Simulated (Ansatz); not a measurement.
Relaxed-ion elastic tensor of Tl (simple cubic, Pm-3m) in GPa (Voigt order), the program Ansatz at the r²SCAN level (PAW); density 10.48 g/cm³, 32.38 Å³ per atom.

```
61.6  10.5  10.5   0.0   0.0   0.0
10.5  61.6  10.5   0.0   0.0   0.0
10.5  10.5  61.6   0.0   0.0   0.0
 0.0   0.0   0.0  -6.7   0.0   0.0
 0.0   0.0   0.0   0.0  -6.7   0.0
 0.0   0.0   0.0   0.0   0.0  -6.7
```

Q: Is the crystal mechanically stable?

A: No: the smallest eigenvalue of C is -6.7 GPa.

The cell is a constructed one: a structure type filled with these elements; neither database checked (COD, Materials Project) lists it. It is not the phase usual at ambient conditions (space group No. 194). The cell was relaxed with r²SCAN under the symmetry of its start. At this level the phase is mechanically unstable. As this level gives no gap, shear constants depend on the k-mesh and smearing (Fermi–Dirac, 0.1 eV here). Spin–orbit coupling is left out wherever it is not named.

Potentials: the later of the program's two PAW sets.
